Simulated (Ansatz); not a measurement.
Mg₂Si (antifluorite type, space group Fm-3m)

```yaml
crystal:
  lattice:
    - [0.00000, 3.18233, 3.18233]
    - [3.18233, 0.00000, 3.18233]
    - [3.18233, 3.18233, 0.00000]
  atoms:
    - { symbol: Si, position: [0.00000, 0.00000, 0.00000] }
    - { symbol: Mg, position: [0.25000, 0.25000, 0.25000] }
    - { symbol: Mg, position: [0.75000, 0.75000, 0.75000] }
```

This relaxed cell (volume V₀) is scaled evenly in all directions, its shape held. Symmetry pins the atoms to their sites.

Computed with PBE (plane waves to 420 eV, PAW, scalar-relativistic; Ansatz, an electronic-structure program). k mesh 9×9×9 (Γ-centred), Fermi-Dirac smearing 0.05 eV. The energy includes the smearing's −TS. Stress and pressure are positive under compression. Mg2Si was relaxed with its symmetry unable to fall. The zero of ΔE is the relaxed starting cell.

| V (Å³/atom) | ΔE (meV/atom) |
|---|---|
| 20.196 | 14.5 |
| 20.454 | 9.1 |
| 20.712 | 5.0 |
| 20.970 | withheld |
| 21.228 | 0.5 |
| 21.485 | 0.0 |
| 21.743 | 0.5 |
| 22.001 | 2.0 |
| 22.259 | 4.4 |
| 22.517 | 7.7 |
| 22.775 | 11.8 |

Q: Fit a third-order Birch-Murnaghan form (E₀, V₀, B₀, B₀′ free) to the given rows and predict ΔE at V = 20.970.

A: Least squares on the 10 given rows: ΔE = E₀ + (9V₀B₀/16)·y²·[2 + (B₀′ − 4)y], y = (V₀/V)^(2/3) − 1, with V₀ = 21.486 Å³/atom, B₀ = 54.06 GPa (160.2 GPa = 1 eV/Å³; the term in eV is multiplied by 1000), B₀′ = 4.11, E₀ = -0.01 meV/atom; root-mean-square residual 0.01 meV/atom. At 20.970 the fit gives 2.2 meV/atom; the calculation gives 2.2 meV/atom, the same to the digits shown. For the pressure the fit gives 1.38 GPa against the computed 1.38 GPa.

(A scan under strain: stresses follow from slopes of the energy per volume, elastic moduli from its curvatures.)
